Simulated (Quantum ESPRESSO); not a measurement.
## Band energies of CsO

```xyz
4
Lattice="-2.0913 3.1019 3.6472 2.0913 -3.1019 3.6472 2.0913 3.1019 -3.6472" Properties=species:S:1:pos:R:3 pbc="T T T"
O      0.0000     3.8334     0.0000
O      0.0000     2.3704     0.0000
Cs     0.0000     0.0000     1.8373
Cs     0.0000     0.0000     5.4571
```

norm-conserving LDA (Quantum ESPRESSO, 84 Ry, no spin-orbit coupling); path ΓXLTWRX1ZΓYSW,L1Y,Y1Z; energies in eV from the valence-band maximum.

| k (1/Å) | point | band 11 | band 12 | band 13 | band 14 | band 15 | band 16 | band 17 | band 18 |
|---|---|---|---|---|---|---|---|---|---|
| 0.00 | Γ | -5.76 | -4.29 | -4.18 | -0.94 | 0.00 | 1.83 | 2.09 | 2.72 |
| 0.33 |  | -5.78 | -4.19 | -3.87 | -0.96 | -0.16 | 2.59 | 2.59 | 3.21 |
| 0.78 |  | -5.69 | -3.75 | -3.69 | -0.88 | -0.65 | 2.51 | 3.53 | 4.42 |
| 1.00 | X | -5.62 | -3.82 | -3.78 | -0.81 | -0.80 | 2.55 | 3.72 | 4.46 |
| 1.00 | L | -5.62 | -3.81 | -3.80 | -0.86 | -0.80 | 2.58 | 3.65 | 4.60 |
| 1.11 |  | -5.64 | -3.80 | -3.76 | -0.90 | -0.84 | 2.60 | 3.58 | 4.23 |
| 1.44 | T | -5.60 | -3.85 | -3.70 | -1.02 | -0.89 | 2.68 | 2.91 | 3.46 |
| 1.87 | W | -5.53 | -3.88 | -3.60 | -1.04 | -0.80 | 3.27 | 3.31 | 3.55 |
| 2.00 |  | -5.53 | -3.87 | -3.60 | -1.02 | -0.76 | 3.12 | 3.45 | 3.78 |
| 2.38 | R | -5.50 | -3.79 | -3.57 | -1.03 | -0.45 | 2.77 | 3.54 | 5.05 |
| 2.50 |  | -5.51 | -3.79 | -3.60 | -1.01 | -0.48 | 2.71 | 3.57 | 5.08 |
| 2.87 | X1 | -5.62 | -3.82 | -3.78 | -0.81 | -0.80 | 2.55 | 3.72 | 4.46 |
| 2.97 |  | -5.58 | -3.93 | -3.84 | -0.85 | -0.75 | 2.52 | 3.75 | 4.34 |
| 3.28 |  | -5.52 | -4.38 | -3.88 | -0.84 | -0.63 | 1.88 | 3.76 | 3.85 |
| 3.38 | Z | -5.52 | -4.43 | -3.87 | -0.84 | -0.62 | 1.79 | 3.76 | 3.80 |
| 3.66 |  | -5.56 | -4.41 | -3.93 | -0.71 | -0.67 | 2.17 | 3.23 | 3.54 |
| 4.05 |  | -5.72 | -4.24 | -4.22 | -0.91 | -0.14 | 2.02 | 2.35 | 3.00 |
| 4.24 | Γ | -5.76 | -4.29 | -4.18 | -0.94 | 0.00 | 1.83 | 2.09 | 2.72 |
| 4.43 |  | -5.67 | -4.25 | -4.16 | -0.88 | -0.11 | 1.68 | 2.65 | 3.05 |
| 4.72 |  | -5.57 | -4.10 | -4.10 | -0.71 | -0.53 | 2.02 | 2.89 | 4.67 |
| 5.11 | Y | -5.53 | -4.36 | -3.89 | -0.84 | -0.62 | 1.84 | 3.40 | 4.00 |
| 5.49 |  | -5.55 | -4.21 | -3.99 | -0.69 | -0.65 | 2.41 | 3.27 | 4.30 |
| 5.68 | S | -5.55 | -4.21 | -4.01 | -0.71 | -0.59 | 2.52 | 3.65 | 3.95 |
| 5.84 |  | -5.55 | -4.13 | -3.99 | -0.73 | -0.64 | 2.55 | 3.90 | 3.97 |
| 6.09 |  | -5.55 | -3.93 | -3.82 | -0.85 | -0.79 | 2.79 | 3.87 | 3.89 |
| 6.43 | W | -5.53 | -3.88 | -3.60 | -1.04 | -0.80 | 3.27 | 3.31 | 3.55 |
| 6.43 | L1 | -5.62 | -3.81 | -3.80 | -0.86 | -0.80 | 2.58 | 3.65 | 4.60 |
| 6.73 |  | -5.54 | -4.20 | -3.90 | -0.86 | -0.66 | 2.14 | 3.47 | 4.10 |
| 6.93 | Y | -5.53 | -4.36 | -3.89 | -0.84 | -0.62 | 1.84 | 3.40 | 4.00 |
| 6.93 | Y1 | -5.53 | -4.36 | -3.89 | -0.84 | -0.62 | 1.84 | 3.40 | 4.00 |
| 7.07 | Z | -5.52 | -4.43 | -3.87 | -0.84 | -0.62 | 1.79 | 3.76 | 3.80 |

The LDA gap is indirect, 1.68 eV, from Γ to 22 % of the way from Γ to Y; the smallest direct gap is 1.76 eV.

Geometry relaxed with LDA.

The structure is a Materials Project entry; no match was found in the copy of COD used, and its stability was not checked.

Letters of k points follow the standard setting of the lattice, whose axes may be ordered differently from the printed cell.
